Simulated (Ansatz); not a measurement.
VGe:
```yaml
crystal:
  lattice:
    - [5.19408, 0.00000, 0.00000]
    - [-2.59704, 4.49821, 0.00000]
    - [0.00000, 0.00000, 4.25469]
  atoms:
    - { symbol: V, position: [0.50000, 0.00000, 0.00000] }
    - { symbol: V, position: [0.50000, 0.50000, 0.00000] }
    - { symbol: V, position: [0.00000, 0.50000, 0.00000] }
    - { symbol: Ge, position: [0.00000, 0.00000, 0.00000] }
    - { symbol: Ge, position: [0.33333, 0.66667, 0.50000] }
    - { symbol: Ge, position: [0.66667, 0.33333, 0.50000] }
```

Relaxed with PBE. Special points in fractions of this cell's reciprocal vectors: Γ (0.000, 0.000, 0.000); M (0.500, 0.000, 0.000); K (0.333, 0.333, 0.000); A (0.000, 0.000, 0.500); L (0.500, 0.000, 0.500); H (0.333, 0.333, 0.500).

### Question
List the band energies nearest the Fermi level at these points for plane-wave PAW PBE (Ansatz code).

### Answer
In eV from the Fermi level; about four levels below and three above (degenerate sets whole), none deeper than 8.9 eV; points with the same levels are listed once.

| k | below | above |
|---|---|---|
| Γ | -1.24 -1.24 -0.62 -0.62 | 1.67 1.67 1.70 |
| M | -1.52 -1.43 -0.76 -0.27 | 0.17 0.66 0.69 |
| K | -1.48 -1.31 -1.31 -0.94 | 0.18 0.18 0.51 0.51 |
| A | -1.13 -0.86 -0.75 -0.75 | 0.11 0.78 0.78 |
| L | -0.80 -0.20 -0.19 -0.14 | 0.06 0.30 0.47 |
| H | -1.48 -1.48 -0.77 -0.12 -0.12 | 0.53 0.73 0.77 |

Space group P6/mmm. The cell is a constructed one: a structure type filled with these elements; neither database checked (COD, Materials Project) lists it. Whether it is the stable phase at ambient conditions was not checked. The PBE relaxation kept the symmetry of its start; whether a distortion lowers the energy is not shown. The workflow began spin-polarised and lost its moments. Spin–orbit coupling is left out wherever it is not named.

Potentials: the later of the program's two PAW sets.
